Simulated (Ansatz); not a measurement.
# Relaxation path: Ti2Ag

DFT, LDA, PAW with Ansatz's default frozen-core files, scalar-relativistic (Ansatz 0.2.0); a Γ-centred 17×17×17 k mesh, Fermi–Dirac smearing of 0.05 eV, no spin polarisation. The run relaxes cell and atoms at a target pressure of 0 GPa.

Command: `ansatz run input.yaml --threads 1 --pin off --max-ram 3072MiB --backend cpu --events-out ev --progress --plain --runs-dir out` It took 82 s on 1 thread of Intel(R) Xeon(R) 6975P-C (Granite Rapids), with other jobs on the host, peak memory 0.72 GiB.

```yaml
crystal:
  lattice:
    - [-1.47266412, 1.47266412, 5.91195787]
    - [1.47266412, -1.47266412, 5.91195787]
    - [1.47266412, 1.47266412, -5.91195787]
  atoms:
    - { symbol: Ti, position: [0.32848938, 0.32848938, 0.0] }
    - { symbol: Ti, position: [0.67151062, 0.67151062, 0.0] }
    - { symbol: Ag, position: [0.0, 0.0, 0.0] }
kpoints:
  mp_grid: { grid: [17, 17, 17] }
scf:
  occupations: { method: fermi_dirac, width: 0.05 }
hamiltonian:
  xc: lda
  pseudopotentials: { kind: paw }
output:
  forces: true
  stress: true
relax:
  f_tol: 0.005
  max_steps: 50
  cell: {}
```

Each step lists its free energy a cell above the last geometry, the pressure, the cell vectors (Å), and Cartesian positions (Å) with forces (eV/Å).

The first step:

```
step 1  dF = 85.06 meV  P = -7.69 GPa
  cell -1.4727 1.4727 5.9120  1.4727 -1.4727 5.9120  1.4727 1.4727 -5.9120
  Ti 0.0000 0.0000 3.8840   0.0000 0.0000 -0.0430
  Ti 0.0000 0.0000 7.9399   0.0000 0.0000 0.0430
  Ag 0.0000 0.0000 0.0000   0.0000 0.0000 0.0000
```

The PAW files were made under PBE.

Task: Where does the relaxation end, and by which steps?

Result: After 6 geometries, with conventional a, b, c = 2.846, 2.846, 11.857 Å, at 16.004 Å³/atom (-6.38 % against the start) in space group I4/mmm, with a shortest distance of 2.741 Å. The further steps:
```
step 2  dF = 124.19 meV  P = 11.91 GPa  (not accepted)
  cell -1.4009 1.4009 5.6850  1.4009 -1.4009 5.6850  1.4009 1.4009 -5.6850
  Ti 0.0000 0.0000 3.7554   0.0000 0.0000 -0.2064
  Ti 0.0000 0.0000 7.6145   0.0000 0.0000 0.2064
  Ag 0.0000 0.0000 0.0000   0.0000 0.0000 0.0000
step 3  dF = 3.06 meV  P = -1.03 GPa
  cell -1.4393 1.4393 5.8462  1.4393 -1.4393 5.8462  1.4393 1.4393 -5.8462
  Ti 0.0000 0.0000 3.8440   0.0000 0.0000 -0.0050
  Ti 0.0000 0.0000 7.8483   0.0000 0.0000 0.0050
  Ag 0.0000 0.0000 0.0000   0.0000 0.0000 0.0000
step 4  dF = 0.98 meV  P = 0.18 GPa
  cell -1.4314 1.4314 5.8555  1.4314 -1.4314 5.8555  1.4314 1.4314 -5.8555
  Ti 0.0000 0.0000 3.8507   0.0000 0.0000 -0.0125
  Ti 0.0000 0.0000 7.8604   0.0000 0.0000 0.0125
  Ag 0.0000 0.0000 0.0000   0.0000 0.0000 0.0000
step 5  dF = 0.10 meV  P = 0.15 GPa
  cell -1.4250 1.4250 5.9063  1.4250 -1.4250 5.9063  1.4250 1.4250 -5.9063
  Ti 0.0000 0.0000 3.8821   0.0000 0.0000 -0.0113
  Ti 0.0000 0.0000 7.9305   0.0000 0.0000 0.0113
  Ag 0.0000 0.0000 0.0000   0.0000 0.0000 0.0000
step 6  dF = 0.00 meV  P = 0.01 GPa
  cell -1.4229 1.4229 5.9285  1.4229 -1.4229 5.9285  1.4229 1.4229 -5.9285
  Ti 0.0000 0.0000 3.8949   0.0000 0.0000 0.0029
  Ti 0.0000 0.0000 7.9622   0.0000 0.0000 -0.0029
  Ag 0.0000 0.0000 0.0000   0.0000 0.0000 0.0000
step 7  dF = 0.46 meV  P = 0.00 GPa  (same geometry on a basis chosen anew; earlier energies don't compare to the last digit)
  cell -1.4229 1.4229 5.9285  1.4229 -1.4229 5.9285  1.4229 1.4229 -5.9285
  Ti 0.0000 0.0000 3.8949   0.0000 0.0000 0.0028
  Ti 0.0000 0.0000 7.9622   0.0000 0.0000 -0.0028
  Ag 0.0000 0.0000 0.0000   0.0000 0.0000 0.0000
```
